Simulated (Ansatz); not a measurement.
According to plane-wave PAW PBE (Ansatz code), ReC in the rock salt structure (Fm-3m) relaxes to a = 4.347 Å. C has 6 nearest neighbours from 2.17 Å (octahedral). Its formation energy from the elements is 920 meV/atom, with no fitted shifts.

Electronic character: metallic (no gap). Gap from PBE with spin–orbit coupling: none (metallic).

The bulk modulus is 369 GPa.

The start of the workflow was typed in or built on a structure type; neither database checked (COD, Materials Project) lists it. Its standing as an ambient phase is unchecked. The PBE relaxation kept the symmetry of its start; its stability against distortions is not shown here. No spin polarisation was allowed. Its formation energy is positive at this level, so the cell may be metastable or incomplete. The references are the lowest solids computed at this level, not always the standard phases. Scalar-relativistic: spin–orbit coupling is off unless named, which matters more the heavier the elements.

Potentials: the earlier of the program's two PAW sets.
